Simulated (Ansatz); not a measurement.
# Hf$_{2}$Co: course of a relaxation

Computed with DFT r2SCAN, scalar-relativistic, plane waves, PAW in Ansatz. Run with 500 eV cutoff, 8×8×8 k-mesh, Gaussian smearing of 0.10 eV, collinear spin.

What was changed in Ti2Co: Ti → Hf on all its sites, cell and atoms relaxed.

With moments and this functional the run may sit in a state above the lowest one. Spin-orbit coupling is left out, which matters for the bands and energies of heavy elements.

Command:

```bash
ansatz run input.yaml --threads 1 --pin off --max-ram 2560MiB --backend cpu --events-out ev --progress --plain --runs-dir out
```

Input:

```yaml
crystal:
  lattice:
    - [0.0, 3.9094568492, 3.9094568492]
    - [3.9094568492, 0.0, 3.9094568492]
    - [3.9094568492, 3.9094568492, 0.0]
  atoms:
    - { symbol: Hf, position: [0.125, 0.125, 0.125] }
    - { symbol: Hf, position: [0.625, 0.125, 0.125] }
    - { symbol: Hf, position: [0.125, 0.125, 0.625] }
    - { symbol: Hf, position: [0.125, 0.625, 0.125] }
    - { symbol: Co, position: [0.5, 0.5, 0.5], spin: 2.28 }
    - { symbol: Co, position: [0.75, 0.75, 0.75], spin: 2.28 }
basis:
  ecutwfc: 500
kpoints:
  mp_grid: { grid: [8, 8, 8] }
hamiltonian:
  xc: r2scan
scf:
  occupations: { method: gaussian, width: 0.1 }
output:
  forces: true
  stress: true
  eigenvalues: true
  populations: true
magnetization:
  spin_polarized: true
relax:
  adjacent_minimum: "off"
  f_tol: 0.01
  max_steps: 60
  cell: { stress_tol: 0.1 }
```

F is the free energy. Steps run on the plane waves of an earlier cell, but the last one, and at times one on the way, on a freshly chosen basis, so a repeated geometry can differ a little in energy.

Steps:

```csv
step,F − F(1) (eV),largest force component (eV/Å),V (Å³/atom),P (GPa)
1,0.0000,0.000,19.917,-0.38
2,-0.0008,0.000,19.775,0.20
3,-0.0009,0.000,19.824,0.00
4,-0.0007,0.000,19.824,0.00
```

Relaxed structure:

```yaml
crystal:
  lattice:
    - [0.00000, 3.90337, 3.90337]
    - [3.90337, 0.00000, 3.90337]
    - [3.90337, 3.90337, 0.00000]
  atoms:
    - { symbol: Hf, position: [0.12500, 0.12500, 0.12500] }
    - { symbol: Hf, position: [0.62500, 0.12500, 0.12500] }
    - { symbol: Hf, position: [0.12500, 0.12500, 0.62500] }
    - { symbol: Hf, position: [0.12500, 0.62500, 0.12500] }
    - { symbol: Co, position: [0.50000, 0.50000, 0.50000] }
    - { symbol: Co, position: [0.75000, 0.75000, 0.75000] }
```

The structure is cubic, space group Fd-3m (No. 227). Conventional cell: a = 7.807 Å, b = 7.807 Å, c = 7.807 Å, α = 90.00°, β = 90.00°, γ = 90.00°. Hf (site symmetry -3m) is surrounded by 6 Hf at 2.76 Å. Co (site symmetry -43m) has 12 Hf at 3.24 Å and 4 Co at 3.38 Å as nearest neighbours.

The run converged. It took 10 min on 1 thread of Intel(R) Xeon(R) Platinum 8259CL CPU @ 2.50GHz (Skylake/Cascade Lake), with other jobs on the host, peak memory 1.2 GiB.